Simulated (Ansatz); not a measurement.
Ag$_{5}$(PbO$_{3}$)$_{2}$ (space group P-31m)

```xyz
13
Lattice="5.9148 0.0000 0.0000 -2.9574 5.1224 0.0000 0.0000 0.0000 6.4264" Properties=species:S:1:pos:R:3 pbc="T T T"
Ag     0.0000     0.0000     1.4157
Ag     0.0000     0.0000     5.0107
Ag    -1.4787     2.5612     0.0000
Ag     1.4787     2.5612     0.0000
Ag     2.9574     0.0000     0.0000
Pb     2.9574     1.7075     3.2132
Pb     0.0000     3.4149     3.2132
O      1.8483     3.2013     1.9648
O      1.1091     1.9211     4.4616
O      2.2183     0.0000     1.9648
O      3.6966     0.0000     4.4616
O     -1.1091     1.9211     1.9648
O     -1.8483     3.2013     4.4616
```

E(V) scan at fixed shape, V₀ the volume above. The atoms relax within the cell's symmetry.

All values below come from PBEsol (plane waves to 420 eV, PAW, scalar-relativistic; Ansatz, a program for electronic structure). k mesh 8×8×6 (Γ-centred), Fermi-Dirac smearing 0.05 eV. Energies are smeared free energies. Compression counts positive. With the shape held, the modulus is that of even scaling; a crystal free to change shape is softer. Ag5(PbO3)2 is run without spin polarisation and with no Hubbard U. Ag5(PbO3)2 was relaxed with its symmetry unable to fall. Spin-orbit coupling is left out, though Pb is heavy. The zero of ΔE is the relaxed starting cell. The last digit holds for this mesh only.

```csv
V (Å³/atom),ΔE (meV/atom)
13.480,withheld
13.779,39.8
14.079,21.4
14.379,9.1
14.678,2.2
14.978,0.0
15.277,2.0
15.577,7.7
15.876,16.7
16.176,28.6
16.475,43.0
```

Task: Fit a third-order Birch-Murnaghan form (E₀, V₀, B₀, B₀′ free) to the given rows and predict ΔE at V = 13.480.

Result: Least squares on the 10 given rows: ΔE = E₀ + (9V₀B₀/16)·y²·[2 + (B₀′ − 4)y], y = (V₀/V)^(2/3) − 1, with V₀ = 14.978 Å³/atom, B₀ = 112.0 GPa (160.2 GPa = 1 eV/Å³; the term in eV is multiplied by 1000), B₀′ = 5.15, E₀ = 0.00 meV/atom; root-mean-square residual 0.01 meV/atom. At 13.480 the fit gives 65.0 meV/atom; the calculation gives 65.0 meV/atom, the same to the digits shown. For the pressure the fit gives 15.5 GPa against the computed 15.5 GPa.

(A scan under strain: stresses follow from slopes of the energy per volume, elastic moduli from its curvatures.)
